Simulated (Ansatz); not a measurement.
## SrTiP2O8: ¹⁷O NMR of the central transition

Cell: a computed structure from the Materials Project (it need not be an observed phase), ions relaxed with PBE at fixed cell.

```cif
data_SrTiP2O8
_symmetry_space_group_name_H-M 'C2/c'
_symmetry_Int_Tables_number 15
_cell_length_a 16.6701
_cell_length_b 5.2372
_cell_length_c 8.2242
_cell_angle_alpha 90.000
_cell_angle_beta 116.458
_cell_angle_gamma 90.000
loop_
_atom_site_label
_atom_site_type_symbol
_atom_site_symmetry_multiplicity
_atom_site_Wyckoff_symbol
_atom_site_fract_x
_atom_site_fract_y
_atom_site_fract_z
Sr Sr 4 e 0.5000 0.6822 0.2500
Ti Ti 4 d 0.2500 0.2500 0.5000
P P 8 f 0.6420 0.2381 0.2554
O9 O 8 f 0.1654 0.9603 0.3976
O13 O 8 f 0.6455 0.9778 0.3518
O17 O 8 f 0.7156 0.2312 0.1894
O21 O 8 f 0.5482 0.2841 0.1041
```

One atom of each set is listed; the run and its k-mesh use a cell of 24 atoms with edges of 8.74, 8.74, 8.22 Å.

Computed with Ansatz: DFT, PBE, plane waves and PAW, scalar-relativistic, 420 eV cutoff, Γ-centred 5×5×3 k-points, Fermi–Dirac smearing 0.02 eV.

¹⁷O has I = 5/2 and Q = -25.58 mb (Pyykkö 2018); at 28.2 T its Larmor frequency is ν₀ = 162.8 MHz. Only the quadrupole interaction is simulated: positions count from each site's isotropic chemical shift, and J coupling is left out, as are shift anisotropy and dipolar coupling, which fast spinning averages.

(1) What does the ¹⁷O spectrum (fast magic-angle spinning) show for each site?

## Answers

(1) 

| site | first shell | C_Q (MHz) | η | P_Q (MHz) | δ_QIS (ppm) | breadth (kHz) |
| --- | --- | --- | --- | --- | --- | --- |
| O9 | 1 P at 1.57 Å, 1 Ti at 1.99 Å, angle 141°; also 1 Sr at 2.73 Å | -5.69 | 0.20 | 5.73 | -7.44 | 2.74 |
| O13 | 1 P at 1.56 Å, 1 Ti at 2.01 Å, angle 131°; also 1 Sr at 2.68 Å | -5.62 | 0.37 | 5.74 | -7.46 | 2.81 |
| O17 | 1 P at 1.55 Å, 1 Ti at 1.89 Å, angle 150° | -5.69 | 0.08 | 5.70 | -7.34 | 2.63 |
| O21 | 1 P at 1.52 Å; also 2 Sr at 2.66–2.70 Å | -4.88 | 0.21 | 4.91 | -5.46 | 2.01 |

δ_QIS = −(ν_Q²/30ν₀²)[I(I+1) − 3/4](1 + η²/3) × 10⁶ ppm with ν_Q = 3|C_Q|/[2I(2I−1)]; it falls as 1/B₀² in ppm, and the breadth as 1/B₀ in kHz.

At O9, O13 and O17 V_zz points along the shorter of its two bonds, to P (within 9°) in each case. At O21 V_zz points along its bond to P (within 1°).
